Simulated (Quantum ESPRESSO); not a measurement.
Field gradients of HfO2 from a PBE PAW density (pw.x of a modified build of Quantum ESPRESSO, JTH datasets) with the all-electron reconstruction of Petrilli and co-workers. The input of pw.x:

```
&CONTROL
  calculation = 'scf'
  prefix = 'x'
  pseudo_dir = './pseudo'
  outdir = './out'
  tprnfor = .true.
/
&SYSTEM
  ibrav = 0
  nat = 12
  ntyp = 2
  ecutwfc = 45
  ecutrho = 180
  occupations = 'fixed'
  nbnd = 52
/
&ELECTRONS
  conv_thr = 1e-11
/
ATOMIC_SPECIES
Hf 178.490 Hf.GGA_PBE-JTH.UPF
O 15.999 O.GGA_PBE-JTH.UPF
CELL_PARAMETERS angstrom
    5.094180000000     0.000000000000     0.000000000000
    0.000000000000     5.150640000000     0.000000000000
   -0.876166000000     0.000000000000     5.202954000000
ATOMIC_POSITIONS crystal
Hf     0.276140000000     0.458060000000     0.707910000000
Hf     0.723860000000     0.541940000000     0.292090000000
Hf     0.723860000000     0.958060000000     0.792090000000
Hf     0.276140000000     0.041940000000     0.207910000000
O      0.448000000000     0.742530000000     0.978580000000
O      0.552000000000     0.257470000000     0.021420000000
O      0.552000000000     0.242530000000     0.521420000000
O      0.448000000000     0.757470000000     0.478580000000
O      0.068360000000     0.330760000000     0.346250000000
O      0.931640000000     0.669240000000     0.653750000000
O      0.931640000000     0.830760000000     0.153750000000
O      0.068360000000     0.169240000000     0.846250000000
K_POINTS automatic
5 5 5 0 0 0
```
The geometry is a computed Materials Project entry, not a measured one. It is HfO2 in P2₁/c. Stability against distortions was not tested. The run has no spin polarisation.

Vzz is the sum of three terms, each taken along its main axis: the smooth valence density, the ions (nucleus and frozen core) with the augmentation charges of all other spheres, and the all-electron minus smooth density in the atom's own sphere. The split hangs on the datasets.  Cores are frozen. Against all-electron runs on small test molecules, this scheme's |Vzz| missed by −2 to +6 % on O. Hf had no test against all-electron runs. Spin–orbit coupling is left out, a limit on Hf.

```tsv
site	smooth valence density	ions and other spheres	own sphere	Vzz (a.u.)
Hf (atoms 1, 2, 3, 4)	0.039	-0.036	(withheld)	(withheld)
O1 (atoms 5, 6, 7, 8)	0.029	-0.003	(withheld)	(withheld)
O2 (atoms 9, 10, 11, 12)	-0.247	0.283	(withheld)	(withheld)
```

Q: What belongs in the gaps?

A: 
- Hf (atoms 1, 2, 3, 4), own sphere: 1.150
- Hf (atoms 1, 2, 3, 4), Vzz (a.u.): 1.153
- O1 (atoms 5, 6, 7, 8), own sphere: 0.089
- O1 (atoms 5, 6, 7, 8), Vzz (a.u.): 0.115
- O2 (atoms 9, 10, 11, 12), own sphere: 0.065
- O2 (atoms 9, 10, 11, 12), Vzz (a.u.): 0.101
